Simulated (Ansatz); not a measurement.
The relaxed structure here is a generated cell of MoS2: the first start was made by placing the elements on the sites of a structure type, and the end was not matched to a known phase here, so it may be hypothetical. Known forms of MoS2 include space group No. 160, 194.

One starting cell of MoS2 (a generated trial cell of MoS2 in the fluorite structure type) was relaxed twice with Ansatz (plane waves, PAW, scalar-relativistic): with r2SCAN at 500 eV and with PBE at 420 eV. The r2SCAN result:

```
MoS2
1.0
    0.00000     2.98421     2.98421
    2.98421     0.00000     2.98421
    2.98421     2.98421     0.00000
Mo S
1 2
Direct
  0.00000   0.00000   0.00000
  0.25000   0.25000   0.25000
  0.75000   0.75000   0.75000
```

```tsv
quantity	r2SCAN	PBE
space group	Fm-3m	Fm-3m
volume (Å³/atom)	17.72	(withheld)
a (Å)	5.968	(withheld)
gap (eV, no spin-orbit coupling)	0.00	(withheld)
spin order	ferromagnetic	(withheld)
net moment (μB/atom)	0.65	(withheld)
```

Task: What does PBE give for the same quantities?

Result: 
- volume (Å³/atom), PBE: 17.54
- a (Å), PBE: 5.948
- gap (eV, no spin-orbit coupling), PBE: 0.00
- spin order, PBE: ferromagnetic
- net moment (μB/atom), PBE: 0.62

Both levels end in the same structure; PBE's volume is 1.0 % smaller. Neither column is exact.

Spin states reached: ferromagnetic; spin orders were not searched systematically.

The run could not lose the symmetry of its start, so the end can be a saddle point.

All atoms sit on sites fixed by symmetry, so only the cell could relax.

Ansatz is an electronic-structure program.
